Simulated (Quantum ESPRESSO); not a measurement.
Mg2AlO3Cl, input and log of a self-consistent run

A calculation, not a measurement. The program is pw.x of Quantum ESPRESSO 7.5 (plane-wave density functional theory). The cell is made up: 7 atoms on a rocksalt lattice with one site empty, with randomly drawn elements, strain and displacements, not relaxed. PseudoDojo standard norm-conserving files (v0.5 for PBE, v0.4.1 for LDA and PBEsol) set the functional; there is no spin polarisation, spin-orbit coupling or dispersion term, and the masses in the input are unused placeholders.

Input:

```
&control calculation='scf', pseudo_dir='./dojo.nc.sr.pbe.v0_5.standard.upf', outdir='./o', disk_io='low', tprnfor=.true., tstress=.true. /
&system ibrav=0, nat=7, ntyp=4, nbnd=30, ecutwfc=84.00895049, nosym=.true., tot_charge=0,
 occupations='smearing', smearing='fd', degauss=0.0018374661
/
&electrons conv_thr=7.350e-09, electron_maxstep=60, /
ATOMIC_SPECIES
Al 1.0 Al.upf
Cl 1.0 Cl.upf
Mg 1.0 Mg.upf
O 1.0 O.upf
CELL_PARAMETERS angstrom
4.2557 0.0 0.0
0.0 4.2557 0.0
0.0 0.0 4.2557
ATOMIC_POSITIONS angstrom
Mg -0.0319 0.0333 -0.0056
Al 2.1335 -0.0404 2.1329
Mg 2.1721 2.0991 0.0015
O 2.1359 -0.0003 0.036
O 2.106 2.1115 2.1456
O 4.2625 -0.0578 2.0901
Cl 4.2625 2.1112 -0.0535
K_POINTS automatic
4 4 4 1 1 1
```

The log is shortened where brackets say so; the opening notice, blank lines, dates and the lines on written files are dropped, and the path of the files is cut. It prints rydbergs, bohrs and kilobars, and counts compression as positive stress. With no partly filled state, the Fermi energy that it prints is only some level between the filled and the empty states on the mesh, and need not lie in the true gap.

```
     Program PWSCF v.7.5
     Parallel version (MPI & OpenMP), running on       4 processor cores
     Number of MPI processes:                 4
     Threads/MPI process:                     1
     [start-up lines left out]
     bravais-lattice index     =            0
     lattice parameter (alat)  =       8.0421  a.u.
     unit-cell volume          =     520.1273 (a.u.)^3
     number of atoms/cell      =            7
     number of atomic types    =            4
     number of electrons       =        48.00
     number of Kohn-Sham states=           30
     kinetic-energy cutoff     =      84.0090  Ry
     charge density cutoff     =     336.0358  Ry
     scf convergence threshold =      7.3E-09
     mixing beta               =       0.7000
     number of iterations used =            8  plain     mixing
     Exchange-correlation= PBE
                           (   1   4   3   4   0   0   0)
     [axes and pseudopotential details left out]
   Cartesian axes
     site n.     atom                  positions (alat units)
         1        Mg     tau(   1) = (  -0.0074958   0.0078248  -0.0013159  )
         2        Al     tau(   2) = (   0.5013276  -0.0094932   0.5011866  )
         3        Mg     tau(   3) = (   0.5103978   0.4932444   0.0003525  )
         4        O      tau(   4) = (   0.5018916  -0.0000705   0.0084592  )
         5        O      tau(   5) = (   0.4948657   0.4961581   0.5041709  )
         6        O      tau(   6) = (   1.0015979  -0.0135818   0.4911295  )
         7        Cl     tau(   7) = (   1.0015979   0.4960876  -0.0125714  )
     number of k points=    32  Fermi-Dirac smearing, width (Ry)=  0.0018
                       cart. coord. in units 2pi/alat
        k(    1) = (   0.1250000   0.1250000   0.1250000), wk =   0.0625000
        k(    2) = (   0.1250000   0.1250000   0.3750000), wk =   0.0625000
     [further k points left out]
     Dense  grid:    54339 G-vectors     FFT dimensions: (  48,  48,  48)
     Estimated max dynamical RAM per process >      90.89 MB
     Estimated total dynamical RAM >     323.77 MB
     Initial potential from superposition of free atoms
     starting charge      47.9959, renormalised to      48.0000
     Starting wfcs are   30 randomized atomic wfcs
     total cpu time spent up to now is        1.5 secs
     per-process dynamical memory:    64.8 Mb
     Self-consistent Calculation
     iteration #  1     ecut=    84.01 Ry     beta= 0.70
     Davidson diagonalization with overlap
     ethr =  1.00E-02,  avg # of iterations =  6.0
     total cpu time spent up to now is        3.0 secs
     total energy              =    -374.09466060 Ry
     estimated scf accuracy    <       1.36716927 Ry
     iteration #  2     ecut=    84.01 Ry     beta= 0.70
     Davidson diagonalization with overlap
     ethr =  2.85E-03,  avg # of iterations =  2.9
     total cpu time spent up to now is        4.3 secs
     total energy              =    -374.37884161 Ry
     estimated scf accuracy    <       1.79877912 Ry
     iteration #  3     ecut=    84.01 Ry     beta= 0.70
     Davidson diagonalization with overlap
     ethr =  2.85E-03,  avg # of iterations =  2.0
     total cpu time spent up to now is        5.5 secs
     total energy              =    -374.71588683 Ry
     estimated scf accuracy    <       0.02379406 Ry
     iteration #  4     ecut=    84.01 Ry     beta= 0.70
     Davidson diagonalization with overlap
     ethr =  4.96E-05,  avg # of iterations =  6.3
     total cpu time spent up to now is        7.0 secs
     total energy              =    -374.72366381 Ry
     estimated scf accuracy    <       0.01051213 Ry
     iteration #  5     ecut=    84.01 Ry     beta= 0.70
     Davidson diagonalization with overlap
     ethr =  2.19E-05,  avg # of iterations =  4.0
     total cpu time spent up to now is        8.4 secs
     total energy              =    -374.72542148 Ry
     estimated scf accuracy    <       0.00065409 Ry
     iteration #  6     ecut=    84.01 Ry     beta= 0.70
     Davidson diagonalization with overlap
     ethr =  1.36E-06,  avg # of iterations =  7.1
     total cpu time spent up to now is        9.9 secs
     total energy              =    -374.72549730 Ry
     estimated scf accuracy    <       0.00003498 Ry
     iteration #  7     ecut=    84.01 Ry     beta= 0.70
     Davidson diagonalization with overlap
     ethr =  7.29E-08,  avg # of iterations =  2.2
     total cpu time spent up to now is       11.2 secs
     total energy              =    -374.72550650 Ry
     estimated scf accuracy    <       0.00000320 Ry
     iteration #  8     ecut=    84.01 Ry     beta= 0.70
     Davidson diagonalization with overlap
     ethr =  6.67E-09,  avg # of iterations =  2.6
     total cpu time spent up to now is       12.4 secs
     total energy              =    -374.72550685 Ry
     estimated scf accuracy    <       0.00000188 Ry
     iteration #  9     ecut=    84.01 Ry     beta= 0.70
     Davidson diagonalization with overlap
     ethr =  3.91E-09,  avg # of iterations =  2.0
     total cpu time spent up to now is       13.5 secs
     total energy              =    -374.72550693 Ry
     estimated scf accuracy    <       0.00000029 Ry
     iteration # 10     ecut=    84.01 Ry     beta= 0.70
     Davidson diagonalization with overlap
     ethr =  6.09E-10,  avg # of iterations =  2.0
     total cpu time spent up to now is       14.7 secs
     total energy              =    -374.72550697 Ry
     estimated scf accuracy    <       0.00000001 Ry
     iteration # 11     ecut=    84.01 Ry     beta= 0.70
     Davidson diagonalization with overlap
     ethr =  2.18E-11,  avg # of iterations =  3.6
     total cpu time spent up to now is       16.0 secs
     End of self-consistent calculation
          k = 0.1250 0.1250 0.1250 (  6772 PWs)   bands (ev):
   -66.2354 -66.2298 -33.1769 -33.1660 -33.0503 -33.0415 -32.9341 -32.9273
   -10.7720  -8.8462  -7.9363  -7.8061   1.5943   1.8779   2.1207   3.8726
     4.2147   4.4631   5.1380   5.4635   6.1208   6.6980   7.6035   7.9370
    10.7380  14.4366  14.5876  15.2621  15.6141  15.6899
     [levels at the other k points left out]
     the Fermi energy is     9.7516 ev
!    total energy              =    -374.72550698 Ry
     estimated scf accuracy    <          2.8E-09 Ry
     smearing contrib. (-TS)   =       0.00000000 Ry
     internal energy E=F+TS    =    -374.72550698 Ry
     The total energy is F=E-TS. E is the sum of the following terms:
     one-electron contribution =    -197.53187192 Ry
     hartree contribution      =     116.04039662 Ry
     xc contribution           =     -68.63417732 Ry
     ewald contribution        =    -224.59985437 Ry
     convergence has been achieved in  11 iterations
     Forces acting on atoms (cartesian axes, Ry/au):
     atom    1 type  3   force =     0.01368720   -0.05634737    0.00542470
     atom    2 type  1   force =    -0.00675256   -0.00440898   -0.01063496
     atom    3 type  3   force =    -0.04527326    0.00678276    0.01100406
     atom    4 type  4   force =    -0.00293318   -0.00730635   -0.00856648
     atom    5 type  4   force =     0.00861829    0.00170653   -0.00463653
     atom    6 type  4   force =    -0.00540253    0.01068617    0.01304036
     atom    7 type  2   force =     0.03805604    0.04888724   -0.00563115
     Total force =     0.101015     Total SCF correction =     0.000023
     Computing stress (Cartesian axis) and pressure
          total   stress  (Ry/bohr**3)                   (kbar)     P=       75.78
   0.00124718   0.00000314  -0.00000717          183.47        0.46       -1.06
   0.00000314   0.00125324  -0.00001156            0.46      184.36       -1.70
  -0.00000717  -0.00001156  -0.00095491           -1.06       -1.70     -140.47
     init_run     :      1.37s CPU      1.41s WALL (       1 calls)
     electrons    :     14.49s CPU     14.54s WALL (       1 calls)
     forces       :      0.22s CPU      0.22s WALL (       1 calls)
     stress       :      0.69s CPU      0.69s WALL (       1 calls)
     [timing details left out]
     PWSCF        :     16.83s CPU     16.95s WALL
     JOB DONE.
```

In other units: free energy -5098.400 eV for the cell, pressure 7.58 GPa, largest force component 1.449 eV/Å. A rerun of this cell at 1437 eV and a 6 x 6 x 6 mesh moved values by no more than 0.002 eV in energy, 0.04 GPa in stress and 0.004 eV/Å in force.